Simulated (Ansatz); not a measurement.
Question: Os (diamond, Fd-3m) is relaxed with DFT-PBE in the program Ansatz with PAW potentials. What lattice parameters of the conventional cell result?

Answer: a = 5.555 Å.

The start of the workflow was typed in or built on a structure type; neither database checked (COD, Materials Project) lists it. It is not the phase usual at ambient conditions (space group No. 194). Symmetry was held in the PBE relaxation; its stability against distortions is not shown here. The run is not spin-polarised. Spin–orbit coupling is left out wherever it is not named.

Potentials: the later of the program's two PAW sets.
